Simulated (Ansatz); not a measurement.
SiO2:
```
CELL_PARAMETERS angstrom
      4.93170     0.00000     0.00000
      0.00000     8.20758     0.00000
     -2.46431     0.00000     4.40969
ATOMIC_POSITIONS crystal
  Si 0.57321 0.93841 0.32810
  Si 0.42679 0.43841 0.67190
  Si 0.24552 0.06408 0.67268
  Si 0.75448 0.56408 0.32732
  O  0.87908 0.04981 0.43671
  O  0.12092 0.54981 0.56329
  O  0.30873 0.00144 0.00055
  O  0.69127 0.50144 0.99945
  O  0.55715 0.45251 0.43570
  O  0.44285 0.95251 0.56430
  O  0.34589 0.25125 0.69163
  O  0.65411 0.75125 0.30837
```

Relaxed with r²SCAN.

### Question
Map the electron localisation function on the plane through (0.246, 0.064, 0.673) spanned by u = [0, 0, 1] and v = [1, 1, 0] in lattice vectors, from DFT-r²SCAN in the program Ansatz with PAW potentials.

### Answer
x is the fraction of u, y of v (the angle between them is 105°; rows are the nearest grid lines); atoms in the plane: Si at (0.00, 0.00), Si at (0.65, 0.50), O at (0.32, 0.44).
```
|63259999999862000123331136|
|11489999999740001233321111|
|12578999998620001122221111|
|11246888874100000000011111|
|00012344310000000000000000|
|00000000000000000000000000|
|00000000000000000000000000|
|00000000000000011223221100|
|00000000000000123444432100|
|00000011111000124444321100|
|00000134543211112332221000|
|00003689999875112210111100|
|20027999878998412236787642|
|41158985358996215899999874|
|52269998789973138998889985|
|41147888876310268998899984|
|11221111100000378999987421|
|89988641000000245553100258|
|99999864200000012110002689|
|87899975100000000000257998|
|99998620000000000001358999|
|88742113456541000000124688|
|33212467888752000001112233|
|63259999999862000123331136|
```
Scale: ten equal steps from 0.000 (start of '0') to 0.857 (end of '9'), in the order '0123456789'; x runs from 0.000 to 1.00, y from 0.000 (bottom) to 1.00 (top).

The density is the valence pseudo-density with augmentation charge, so density and ELF within about 1 Å of a nucleus are not all-electron values.

Space group C222_1. The workflow started from a Materials Project entry (that database holds measured and hypothetical structures alike); the Crystallography Open Database files this formula in space group No. 20, but the cells were not matched. It is not the phase usual at ambient conditions (space group No. 92, 152, 154). The r²SCAN relaxation kept the symmetry of its start; of distortions, only those at the zone centre were tested.

Potentials: the earlier of the program's two PAW sets.
